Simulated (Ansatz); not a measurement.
Cu Kα1 powder pattern (kinematic, no thermal factors).
| 2θ (°) | relative intensity |
| --- | --- |
| 17.83 | 2 |
| 25.32 | 3 |
| 26.88 | 100 |
| 26.89 | 33 |
| 31.14 | 4 |
| 37.26 | 2 |
| 44.61 | 48 |
| 44.62 | 48 |
| 45.58 | 1 |
| 52.85 | 15 |
| 52.86 | 29 |
| 52.87 | 15 |
| 64.93 | 15 |
| 71.59 | 12 |
| 71.60 | 6 |
| 71.61 | 6 |
| 82.20 | 8 |
| 82.21 | 16 |
| 82.23 | 8 |
| 88.42 | 7 |
| 88.42 | 7 |
| 88.44 | 3 |
| 88.45 | 1 |

The pattern is computed from a structure relaxed with Ansatz, DFT PBE, scalar-relativistic, plane waves, PAW. No spin polarisation. Its elements are Al, As, Ga.

**Question.** Give the structure.

**Answer.** AlGa$_{2}$As$_{3}$.
Space group P3m1 (No. 156). a = 4.059 Å, b = 4.059 Å, c = 9.940 Å, α = 90.00°, β = 90.00°, γ = 120.00°
| atom | site | symmetry | x | y | z |
| --- | --- | --- | --- | --- | --- |
| Al | 1b | 3m. | 0.3333 | 0.6667 | 0.6672 |
| Ga | 1a | 3m. | 0.0000 | 0.0000 | 0.9998 |
| Ga | 1c | 3m. | 0.6667 | 0.3333 | 0.3333 |
| As | 1c | 3m. | 0.6667 | 0.3333 | 0.0834 |
| As | 1b | 3m. | 0.3333 | 0.6667 | 0.4174 |
| As | 1a | 3m. | 0.0000 | 0.0000 | 0.7490 |

A pattern alone doesn't exclude other cells with like lines; this is the one computed.

It was reached by relaxing an invented guess, and it needn't be the stable form of this composition.
